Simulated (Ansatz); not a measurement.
InCl:
```xyz
4
Lattice="2.1203 -6.2715 0.0000 2.1203 6.2715 0.0000 0.0000 0.0000 4.5482" Properties=species:S:1:pos:R:3 pbc="T T T"
In     2.1203     1.4342     3.4111
In     2.1203    -1.4342     1.1370
Cl     2.1203    -4.2360     1.1370
Cl     2.1203     4.2360     3.4111
```

r²SCAN+D4 (plane waves, PAW; program Ansatz) gives a gap of 1.55 eV without spin–orbit coupling, maximum on the Σ0–Γ line, 7 % of the way from Σ0, minimum on the Σ0–Γ line, 22 % of the way from Σ0.

Question: What happens when spin–orbit coupling is switched on?

Answer: The gap decreases by 0.01 eV, to 1.54 eV; maximum on the Σ0–Γ line, 7 % of the way from Σ0, minimum on the Σ0–Γ line, 22 % of the way from Σ0.

Question: Give the electron effective mass with spin–orbit coupling.

Answer: 0.33, 0.44, 0.48 mₑ (principal values).

Question: Give the hole effective mass with spin–orbit coupling.

Answer: 0.27, 0.38, 1.7 mₑ (principal values).

Space group Cmcm. The first step of the workflow began from a Materials Project structure, measured or hypothetical; the Crystallography Open Database copy checked does not list it. COD files the formula under space group No. 198, so this cell is another polymorph or a model. Whether it is the stable phase at ambient conditions was not checked. Symmetry was held in the r²SCAN+D4 relaxation; whether a distortion lowers the energy is not shown.

Potentials: the later of the program's two PAW sets.
